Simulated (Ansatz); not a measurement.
Relaxation of a relaxed Zr cell displaced along its unstable phonon at q = Γ (38i cm⁻¹), largest move 0.15 Å; 8 atoms in the cell, which starts as P2₁/c (No. 14), mP8; a = b = c = 5.715 Å, α = β = γ = 90.00°. These are PBE (plane waves to 420 eV, PAW, scalar-relativistic; Ansatz, an electronic-structure program) values and carry that method's errors. Γ-centred k-mesh 6×6×6 on the run's cell (coarser than for final values), Fermi–Dirac smearing 0.05 eV. This is the first round of the run. 

The optimiser's lines from the output (shortened; P is positive under compression):

```
relax step   1: F+E_penalty+E_count = -33470.16177890 eV  Δ(F+E_penalty+E_count) = +0.000e0 eV  max|allowed force component| = 7.063e-2 eV/Å  Δτ_max = 0.0000 Å  P = +0.394 GPa  Ω = 186.610 Å³  (8 SCF iters, dr2 threshold 1.00e-7 eV, accepted)
relax step   2: F+E_penalty+E_count = -33470.20601268 eV  Δ(F+E_penalty+E_count) = -4.423e-2 eV  max|allowed force component| = 7.186e-2 eV/Å  Δτ_max = 0.0442 Å  P = -0.336 GPa  Ω = 188.280 Å³  (5 SCF iters, dr2 threshold 8.00e-7 eV, accepted)
relax step   3: F+E_penalty+E_count = -33470.29700796 eV  Δ(F+E_penalty+E_count) = -9.100e-2 eV  max|allowed force component| = 1.500e-1 eV/Å  Δτ_max = 0.1281 Å  P = -0.520 GPa  Ω = 189.368 Å³  (6 SCF iters, dr2 threshold 8.00e-7 eV, accepted)
relax step   4: F+E_penalty+E_count = -33470.37000886 eV  Δ(F+E_penalty+E_count) = -7.300e-2 eV  max|allowed force component| = 1.846e-1 eV/Å  Δτ_max = 0.2000 Å  P = -0.611 GPa  Ω = 188.656 Å³  (6 SCF iters, dr2 threshold 8.00e-7 eV, accepted)
relax step   5: F+E_penalty+E_count = -33470.44667790 eV  Δ(F+E_penalty+E_count) = -7.667e-2 eV  max|allowed force component| = 2.036e-1 eV/Å  Δτ_max = 0.1375 Å  P = +0.844 GPa  Ω = 184.365 Å³  (6 SCF iters, dr2 threshold 8.00e-7 eV, accepted)
relax step   6: F+E_penalty+E_count = -33470.57226620 eV  Δ(F+E_penalty+E_count) = -1.256e-1 eV  max|allowed force component| = 2.654e-1 eV/Å  Δτ_max = 0.2000 Å  P = +1.086 GPa  Ω = 183.777 Å³  (6 SCF iters, dr2 threshold 8.00e-7 eV, accepted)
relax step   7: F+E_penalty+E_count = -33470.78981717 eV  Δ(F+E_penalty+E_count) = -2.176e-1 eV  max|allowed force component| = 3.214e-1 eV/Å  Δτ_max = 0.1949 Å  P = +0.607 GPa  Ω = 185.763 Å³  (6 SCF iters, dr2 threshold 8.00e-7 eV, accepted)
relax step   8: F+E_penalty+E_count = -33470.74797418 eV  Δ(F+E_penalty+E_count) = +4.184e-2 eV  max|allowed force component| = 6.521e-1 eV/Å  Δτ_max = 0.1908 Å  P = -0.199 GPa  Ω = 187.957 Å³  (7 SCF iters, dr2 threshold 8.00e-7 eV, rejected (line search))
relax step   9: F+E_penalty+E_count = -33470.90003442 eV  Δ(F+E_penalty+E_count) = -1.102e-1 eV  max|allowed force component| = 1.497e-1 eV/Å  Δτ_max = 0.0954 Å  P = -0.058 GPa  Ω = 187.296 Å³  (10 SCF iters, accepted)
relax step  10: F+E_penalty+E_count = -33470.86211333 eV  Δ(F+E_penalty+E_count) = +3.792e-2 eV  max|allowed force component| = 1.937e-1 eV/Å  Δτ_max = 0.0967 Å  P = +0.844 GPa  Ω = 185.697 Å³  (6 SCF iters, dr2 threshold 8.00e-7 eV, rejected (line search))
relax step  11: F+E_penalty+E_count = -33470.91526770 eV  Δ(F+E_penalty+E_count) = -1.523e-2 eV  max|allowed force component| = 9.417e-3 eV/Å  Δτ_max = 0.0440 Å  P = +0.060 GPa  Ω = 187.104 Å³  (9 SCF iters, accepted)
relax step  12: F+E_penalty+E_count = -33470.91548725 eV  Δ(F+E_penalty+E_count) = -2.195e-4 eV  max|allowed force component| = 8.549e-4 eV/Å  Δτ_max = 0.0047 Å  P = -0.026 GPa  Ω = 187.275 Å³  (5 SCF iters, dr2 threshold 4.43e-8 eV, accepted)
relax step  13: F+E_penalty+E_count = -33470.91549682 eV  Δ(F+E_penalty+E_count) = -9.573e-6 eV  max|allowed force component| = 1.452e-4 eV/Å  Δτ_max = 0.0007 Å  P = +0.001 GPa  Ω = 187.219 Å³  (4 SCF iters, dr2 threshold 3.41e-9 eV, accepted)
relax step  14: F+E_penalty+E_count = -33470.91589529 eV  Δ(F+E_penalty+E_count) = -3.985e-4 eV  max|allowed force component| = 1.411e-4 eV/Å  Δτ_max = 0.0000 Å  P = +0.006 GPa  Ω = 187.219 Å³  stress off target by 1.66e-2 GPa  SCF on the basis re-selected at this cell (its energy is not comparable with the rows above)  (6 SCF iters)
```

From the first to the last row the energy changes by -0.09 eV/atom and the volume by +0.3 %. The last row is marked as not comparable with the walk above it, whose basis was carried along; it does compare with step 1, since both stand on a basis selected at the nominal cutoff for their own cell.

Steps 8, 10 were rejected by the optimiser.

Later rounds, restarted from the end of this one on a renewed k-mesh, logged 4 more steps and released under 0.01 eV/atom more. The final structure after all rounds: P6₃/mmc (No. 194), hP2, hcp (Mg type); a = b = 3.2317 Å, c = 5.1741 Å, α = β = 90.00°, γ = 120.00°. Between re-selections the logged energies stand on a plane-wave basis carried along with the cell. No spin polarisation in the result.

The run could not lose the symmetry of its start.

Of the parent cell (Pa-3 (No. 205)): it is a generated cell of Zr: the first start was made by placing the elements on the sites of a structure type, and the end was not matched to a known phase here, so it may be hypothetical. Known forms of Zr include space group No. 194.
